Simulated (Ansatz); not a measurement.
## Ti4C: relaxation step by step

The guess for Ti4C was made by a generator: random cell by space group and Wyckoff sites (R-3m, No. 166). Its size is a rough estimate.

```
Ti C
1.0
     2.32736    1.34370    3.60295
    -2.32736    1.34370    3.60295
     0.00000   -2.68740    3.60295
Ti C
4 1
Cartesian
  0.0000 -1.3437 1.8015
  1.1637 0.6719 1.8015
  -1.1637 0.6719 1.8015
  0.0000 0.0000 5.4044
  0.0000 0.0000 0.0000
```

Computed with Ansatz, DFT PBE, scalar-relativistic, plane waves, PAW. Cutoff 420 eV, Gaussian smearing, Γ-centred meshes. Cell and atoms relax first on a coarse mesh and then on a finer one. In between, the cell is made exact in the group found at 0.06 Å. In metals the finer mesh still leaves noise of several meV/atom or more. The steps can't lower the symmetry of their start. No spin polarisation in the relaxation; trial moments died out in a coarse test.

Steps on the 6×6×6 mesh (5 atoms, 13 steps). The free energy counts from the last step; some steps are skipped; the plane-wave basis is renewed at times, which shifts energy and pressure.

```csv
step,ΔF (meV/atom),V (Å³/atom),P (GPa)
1,1763.5,13.52,35.41
2,1182.8,14.19,21.83
4,489.9,14.63,8.37
5,279.0,15.11,-0.93
6,194.8,14.49,4.02
8,134.4,14.52,-1.76
9,133.5,14.42,0.00
10,42.0,14.42,7.89
12,0.7,15.11,0.08
13,0.0,15.11,0.09
```

The relaxed structure, after a last relaxation on the converged mesh:

```
Ti C
1.0
     4.22896    0.00000    0.00000
     0.00000    4.22896    0.00000
     0.00000    0.00000    4.22896
Ti C
4 1
Direct
  0.00000 0.50000 0.00000
  0.00000 0.00000 0.50000
  0.50000 0.00000 0.00000
  0.50000 0.50000 0.50000
  0.00000 0.00000 0.00000
```

The symmetry goes from R-3m (No. 166) to Pm-3m (No. 221). The volume per atom grows by 11.9 %, from 13.5 to 15.1 Å³. The shortest distance goes from 2.25 Å (Ti–C) to 2.11 Å (Ti–C). The energy falls by about 1.8 eV/atom (the start's value is from the coarse mesh). The end is written in a standard setting, so origin, axes and order of atoms can differ from the start's. Ti on a site of symmetry 4/mmm is surrounded by 2 C at 2.11 Å and 12 Ti at 2.99 Å; Ti on a site of symmetry m-3m is surrounded by 12 Ti at 2.99 Å; C is surrounded by 6 Ti at 2.11 Å.

| Property | Result |
| --- | --- |
| Volume per atom | 15.13 Å³ |
| Density | 4.47 g/cm³ |
| Energy over the elements | −0.27 eV/atom |
| Gap on the 10×10×10 mesh of the 5-atom cell | 0 eV (a metal) |

Energies over the elements count from the elements' standard structures at the same level, with no fitted energy shifts.

The last run used Gaussian smearing of 0.10 eV. The reference form of C is held partly by dispersion forces, which this level lacks. A structure relaxed within its symmetry needn't be a true minimum. In all, the 3 runs took 120 s on 1 thread of Intel(R) Xeon(R) Processor @ 2.70GHz, on a shared host.
